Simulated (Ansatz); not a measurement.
Input and command of a calculation in Ansatz (plane waves; scalar-relativistic PAW potentials unless the input names others):

```yaml
crystal:
  lattice:
    - [1.6310069243, 0.9416622868, 6.6729951472]
    - [-1.6310069243, 0.9416622868, 6.6729951472]
    - [0.0, -1.8833245736, 6.6729951472]
  atoms:
    - { symbol: Hf, position: [0.7686580545, 0.7686580545, 0.7686580545] }
    - { symbol: Hf, position: [0.2313419455, 0.2313419455, 0.2313419455] }
    - { symbol: Mo, position: [0.0, 0.0, 0.0] }
basis:
  ecutwfc: 420
kpoints:
  mp_grid: { grid: [18, 18, 18] }
hamiltonian:
  xc: pbe
scf:
  occupations: { method: cold, width: 0.005 }
output:
  forces: true
  eigenvalues: true
  stress: true
```

```bash
ansatz run input.yaml --threads 1 --pin off --max-ram 2560MiB --backend cpu --events-out ev --progress --plain --runs-dir out
```

Abridged log:
```
Pseudopotentials: kind: paw
Pseudopotential: Hf, paw, valence charge 26, recommended cutoff 420 eV (normal)
Pseudopotential: Mo, paw, valence charge 14, recommended cutoff 420 eV (normal)
Functional definition: PBE
Crystal: 3 atoms, lattice volume = 61.493 Å³
Basis set: ecut = 420 eV, 1205 PW (Γ), FFT grids on a1−a3, a2−a3, a3, exchange–correlation on 48×48×96 points (8 copies of the dense FFT grid, shifted against one another)
Bands: 40, of which v1, the nominal top of the filled ones, is band 33 counted from 1 (32 counted from 0)
Symmetry: 12 space group operations
Space group: R-3m (ITA 166), of the structure as read, at distance tolerance 3.9e-5 Å
k-points: 580 of 5832
Initial density: superposition of atomic densities (neutral atoms: chi_scale 0, normalization atom), corrected by the library's trained network
Initial wavefunctions: pseudopotential atomic-orbital guess
Functional: x = pbe(κ = 0.804, μ = 0.21951497), c = pbe(β = 0.06672455)
SCF iter   1: F=—  HF=-36398.144251 eV  |F-HF|=—  |Δ(HF+E_count)|=         —  Δρ=1.02e-2  dr2=1.56e-1  ethr=1.77e-3  ⟨swp⟩=5.0  Hψ=75401  notcnv=0
SCF iter   2: F=—  HF=-36398.135281 eV  |F-HF|=—  |Δ(HF+E_count)|=   8.97e-3  S|Δr|=    0.00e0  Δρ=5.88e-3  dr2=5.22e-2  ethr=2.37e-4  ⟨swp⟩=1.4  Hψ=28165  notcnv=0  defer=613
SCF iter   3: F=—  HF=-36398.129908 eV  |F-HF|=—  |Δ(HF+E_count)|=   5.37e-3  S|Δr|=    0.00e0  Δρ=8.61e-4  dr2=6.52e-4  ethr=7.91e-5  ⟨swp⟩=2.0  Hψ=27283  notcnv=0  defer=1222
SCF iter   4: F=—  HF=-36398.129849 eV  |F-HF|=—  |Δ(HF+E_count)|=   5.90e-5  S|Δr|=    0.00e0  Δρ=2.31e-4  dr2=3.77e-5  ethr=9.88e-7  ⟨swp⟩=2.1  Hψ=38274  notcnv=0  defer=1222
SCF iter   5: F=—  HF=-36398.129816 eV  |F-HF|=—  |Δ(HF+E_count)|=   3.33e-5  S|Δr|=    0.00e0  Δρ=1.27e-4  dr2=7.02e-6  ethr=5.71e-8  ⟨swp⟩=2.3  Hψ=41692  notcnv=0  defer=1222
SCF iter   6: F=—  HF=-36398.129806 eV  |F-HF|=—  |Δ(HF+E_count)|=   1.03e-5  S|Δr|=    0.00e0  Δρ=4.07e-5  dr2=9.49e-7  ethr=1.06e-8  ⟨swp⟩=2.4  Hψ=40214  notcnv=0  defer=1222
SCF iter   7: F=-36398.129805 eV  HF=-36398.129805 eV  |F-HF|=2.43e-8  |Δ(HF+E_count)|=   7.20e-8  S|Δr|=    0.00e0  Δρ=9.39e-6  dr2=6.39e-8  ethr=1.52e-10  ⟨swp⟩=8.6  Hψ=122442  notcnv=0
SCF 1 converged in 7 iterations: F = -36398.129805 eV  dr2 = 6.39e-8
SCF converged after 7 iterations
Stability not checked: this state was not tested for a lower state beside it, because cold or Methfessel-Paxton smearing, or corrected tetrahedra, fill the levels in a way that the test cannot read (fill_not_monotonic; see scf.lower_state_search)
Free energy (F): -36398.129805 eV
Harris-Foulkes:  -36398.129805 eV  (|F-HF|=2.43e-8)
Internal energy: -36398.129801 eV  (E = F + TS)
E sigma→0 (E₀):  -36398.129804 eV
Entropy (-TS):   -0.000004 eV (-0.001 meV/atom)
Fermi energy:    19.426665 eV
--- Forces (eV/Å), atoms counted from 1 ---
  atom   1  Hf     0.00000000     0.00000000    -0.00843949
  atom   2  Hf     0.00000000     0.00000000     0.00843949
  atom   3  Mo     0.00000000     0.00000000     0.00000000
--- Stress (GPa, compression-positive) ---
        0.006297       0.000000       0.000000
        0.000000       0.006297       0.000000
        0.000000       0.000000      -0.078074
  P = ⅓ Tr σ = -0.0218 GPa (-0.218 kbar)
```

Apart from outputs, empty bands and the relaxation, which only the reference makes, the input differs from a reference run on usual settings in scf.occupations.method: "gaussian" → "cold"; scf.occupations.width: 0.1 → 0.005. The reference, at the same geometry, ended its own course with pressure 0.00 GPa, largest force 0.001 eV/Å, no gap on the mesh. This run converged in 7 SCF iterations with an energy at zero smearing 0.10 meV/atom below the reference's, pressure -0.02 GPa, largest force 0.008 eV/Å, no gap on the mesh. Its k mesh, for so narrow a smearing in a metal, is looser than usual, yet energy, pressure and forces hardly moved.

The run took 2.2 min on 1 thread of Arm Neoverse N1 (shared host), peak memory 1.1 GiB.